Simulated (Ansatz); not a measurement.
**Stationary points along a deformation path in Sb**

Method: DFT PBEsol, scalar-relativistic, plane waves, PAW in Ansatz 0.2.0. Cutoff 420 eV, Γ-centred 18×18×10 k-points, Gaussian smearing of 0.15 eV. No spin polarisation. Energies are free energies at this smearing, counted from the undisturbed cell; pressure is positive in compression.

Zero of the scan (as given, not relaxed at this level; it stands at -0.1 GPa; this form isn't the usual structure):

```
CELL_PARAMETERS angstrom
3.36900 0.00000 0.00000
-1.68450 2.91764 0.00000
0.00000 0.00000 5.33000
ATOMIC_POSITIONS crystal
Sb 0.33333 0.66667 0.25000
Sb 0.66667 0.33333 0.75000
```

At fixed volume and fractional coordinates, lengths along (0.000, 0.000, 1.000) are scaled against those across it; ρ is that ratio over its starting value. V = 26.196 Å³/atom. Δσ is the stress along the axis less the mean stress across it (compression positive).

```csv
ρ,ΔE (meV/atom),Δσ (GPa),space group
0.800,-2.0,-0.88,P6_3/mmc
0.850,5.0,-0.65,P6_3/mmc
0.920,2.9,0.57,P6_3/mmc
0.960,3.2,-0.45,P6_3/mmc
1.000,0.0,1.60,P6_3/mmc
1.050,-5.2,-0.36,P6_3/mmc
1.100,5.3,-2.92,P6_3/mmc
1.200,47.7,-7.70,P6_3/mmc
1.300,131.9,-12.68,P6_3/mmc
```

Task: How does the stress give the slope of the energy, and where is the energy stationary?

Result: Along the path d ln(length) is 2/3 d ln ρ on the axis and −1/3 d ln ρ across it, so dE/d ln ρ = −(2/3) V Δσ: the energy falls with ρ where Δσ is positive. Δσ vanishes or changes sign between ρ = 0.850 and 0.920, a maximum (near 0.89 by linear interpolation); between ρ = 0.920 and 0.960, a minimum (near 0.94 by linear interpolation); between ρ = 0.960 and 1.000, a maximum (near 0.97 by linear interpolation); between ρ = 1.000 and 1.050, a minimum (near 1.04 by linear interpolation). Pairs of stationary points between two samples would go unseen, and could change a minimum read from distant neighbours into a maximum.

Task: Integrate that slope from ρ = 1 to 0.850 by the trapezoid rule.

Result: With V/N in Å³ and 1 eV/Å³ = 160.2 GPa the slopes at ρ = 1.000, 0.960, 0.920, 0.850 are -175, 49, -62, 71 meV/atom per unit of ln ρ. The steps add 2.6 + 0.3 + (-0.4) = 2.5 meV/atom, against 5.0 from the energies; the trapezoid rule misses the curvature of the slope within each step.

Task: Is the start the lowest point of the path?

Result: No: ρ = 1.050 lies 5.2 meV/atom lower, with no sampled rise above the start on the way. Volume and inner coordinates are held, so a relaxed structure there would lie lower still.

In a metal these slopes depend on the k mesh and the smearing.

Cost: 9 runs of about 1.4 core-minutes in all, on Arm Neoverse V2 (shared hosts).